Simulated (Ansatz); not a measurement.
# What DFT gives for LuCu4Ag

```xyz
6
Lattice="0.0000 3.5451 3.5451 3.5451 0.0000 3.5451 3.5451 3.5451 0.0000" Properties=species:S:1:pos:R:3 pbc="T T T"
Cu    2.6527    2.6527    2.6527
Cu    2.6527    4.4376    4.4376
Cu    4.4376    4.4376    2.6527
Cu    4.4376    2.6527    4.4376
Ag    0.0000    0.0000    0.0000
Lu    5.3177    5.3177    5.3177
```

Level: PBE, no spin polarisation; 420 eV; 8×8×8 Γ-centred mesh; cold occupations (width 0.0946 eV); Ansatz 0.2.0, fixed geometry.

(1) What does the stress say?

(2) Is it stable against the elements?

(3) Give the Bader charges.

(4) Where is the largest force?

(5) What happens at the Fermi level?

(6) Describe some of the short contacts.

Origin: a known structure type with other elements, at an estimated volume, so it need not be a known compound.

Results:

(1) The pressure is 0.8 GPa (compression positive), so with the atoms held at these fractions the cell would first expand.

(2) -0.23 eV an atom against the elements' usual phases (free molecules for gases, crystals otherwise, with no correction for O₂ or N₂), so it is bound against them; other compounds may still compete. Relaxing would lower it.

(3) Bader charges in e: Lu +1.57, Cu -0.29, Ag -0.41. In the mean Lu gives up most and Ag takes most.

(4) The largest is on Cu4 (and as large on other atoms): 0.08 eV/Å, components (-0.05, 0.05, -0.05). It makes 145° with the line to a nearest neighbour, Cu1 at 2.49 Å, pointing away from it.

(5) It is a metal, with about 3.3 states/eV a cell as the mean within 0.25 eV of the Fermi level.

(6) Cu–Cu at 2.49 Å: least valence density 0.31 e/Å³ and ELF 0.24 there. Ag–Cu at 2.94 Å: least valence density 0.19 e/Å³ and ELF 0.21 there. Lu–Cu at 2.94 Å: least valence density 0.17 e/Å³ and ELF 0.12 there. Both are smooth PAW fields, read partly inside the augmentation spheres.
